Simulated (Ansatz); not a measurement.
## SrFeO3: a fit and a missing row

SrFeO3, Pm-3m, a = 3.787 Å. The structure is a Materials Project entry; whether it is the stable form wasn't checked. Ansatz: PBEsol, PAW, 420 eV, Γ-centred 10×10×10 mesh on 5 atoms, Gaussian smearing 0.10 eV; collinear spin, largest moment 2.6 μB. Symmetry fixes shape and atoms, so the cell is only scaled; pressure is positive in compression.

| V (Å³/atom) | P (GPa) |
| --- | --- |
| 10.208 | 12.53 |
| 10.534 | 5.83 |
| 10.860 | -0.01 |
| 11.185 | -5.00 |
| 11.511 | ? |

Question: Take V0 = 10.860 Å³/atom, count pressures from its P0 = -0.01 GPa, fit the third-order Birch–Murnaghan form to the other rows, and predict the missing pressure.

Answer: With the Eulerian strain f = ½[(V0/V)^(2/3) − 1] and y = (P − P0)/[3f(1 + 2f)^(5/2)], the form is the line y = B0 + 1.5 B0 (B0′ − 4) f. Rows (f, y): 0.02107, 178.9; 0.01026, 180.3; -0.00973, 179.6. Means f = 0.007200, y = 179.60; Σ(Δf)² = 0.0004884, ΣΔfΔy = -0.007567; the slope is their ratio. y = 179.7 − 15.49 f GPa, so B0 = 179.7 GPa and B0′ = 4 + 2 × (-15.49)/(3 × 179.7) = 3.94. At V = 11.511, f = -0.01903, y = 179.99 and P = -9.34 GPa. The run gave -9.19 GPa, so the fit is 0.15 GPa too low, 0.69 % of the span of the series, against an rms of 0.02 GPa on the fitted rows. The row lies outside the fitted range. The records show no cause, and too few rows are left to test a further term.

The cell holds one magnetic atom, so it can only be ferromagnetic; an antiferromagnetic order may lie lower.

Symmetry holds off the tilts and polar distortions that many cubic perovskites undergo.